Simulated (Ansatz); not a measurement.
Al in space group Fd-3m (No. 227; Al on 8a, Al on 16d), a = b = c = 7.4304 Å, α = β = γ = 90.00°; the cell used has 6 atoms.

Relaxed with PBEsol.

Q: Decompose the optical modes at the zone centre into irreducible representations, and say which are infrared and Raman allowed.

A: Point group m-3m: Γ_opt = A2u + Eu + 2T1u + T2g + T2u. Infrared: T1u. Raman: T2g.

Q: Assign frequencies (DFPT, PBEsol in the plane-wave PAW code Ansatz).

A: T2u 69i, T1u 132, T2g 141, Eu 257, T1u 356, A2u 500 cm⁻¹.

The start of the workflow was typed in or built on a structure type; neither database checked (COD, Materials Project) lists it. It is not the phase usual at ambient conditions (space group No. 225). The cell was relaxed with PBEsol under the symmetry of its start. At this level the phase is dynamically unstable (imaginary phonons). As this level gives no gap, phonon frequencies hold no LO–TO term and depend on the k-mesh and smearing (Fermi–Dirac, 0.1 eV here).

Potentials: the later of the program's two PAW sets.
